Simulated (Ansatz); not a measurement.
CoTe (NiAs type, P6_3/mmc), plane-wave PAW LDA (Ansatz code), all energies at zero smearing, with the estimated change up to a 700 eV cutoff added, with one set of potentials and settings (totals compare only within such a set). Cell of 4 atoms (2 Co, 2 Te): -23780.530 eV.

```tsv
element	reference phase	E (eV/atom)
Co	P6_3/mmc, 2 atoms in the cell, spin-polarised	-5062.7718
Te	P3_121, 3 atoms in the cell	-6827.2001
```

Formation energy per atom, worked out: (-23780.530 − 2×(-5062.7718) − 2×(-6827.2001))/4 = -0.146 eV/atom (-14 kJ per mol of atoms), at 0 K, without zero-point energy or fitted corrections.

The first step of the workflow began from a Materials Project structure, measured or hypothetical; the Crystallography Open Database files this formula in space group No. 194, but the cells were not matched. Whether it is the stable phase at ambient conditions was not checked. The LDA relaxation kept the symmetry of its start; of distortions, only those at the zone centre were tested. The run is not spin-polarised. The references are the lowest solids computed at this level, not always the standard phases. Scalar-relativistic: spin–orbit coupling is off unless named, which matters more the heavier the elements.

Potentials: the later of the program's two PAW sets.
